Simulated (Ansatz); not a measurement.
Input and command of a plane-wave DFT calculation in Ansatz:

```yaml
crystal:
  lattice:
    - [3.9744, 0.0, 0.0]
    - [0.0, 3.9744, 0.0]
    - [0.0, 0.0, 5.022]
  atoms:
    - { symbol: Pb, position: [0.0, 0.5, 0.2351] }
    - { symbol: Pb, position: [0.5, 0.0, 0.7649] }
    - { symbol: O, position: [0.0, 0.0, -0.039824771] }
    - { symbol: O, position: [0.5, 0.5, -0.039824771] }
basis:
  ecutwfc: 420
kpoints:
  mp_grid: { grid: [8, 8, 6] }
hamiltonian:
  xc: pbesol
scf:
  occupations: { method: gaussian, width: 0.05 }
output:
  forces: true
  stress: true
  eigenvalues: true
```

```bash
ansatz run input.yaml --threads 1 --pin off --max-ram 2560MiB --backend cpu --events-out ev --progress --plain --runs-dir out
```

Processor: Arm Neoverse V1, 1 thread, on a host shared with other jobs.

Q: How long does it run, and how much memory does it take?

A: About 12 s on 1 thread of Arm Neoverse V1, on a shared host, peak memory 0.34 GiB. It solves 24 bands at 60 k points (the mesh reduced by symmetry) with about 1577 plane waves, in 7 SCF iterations.
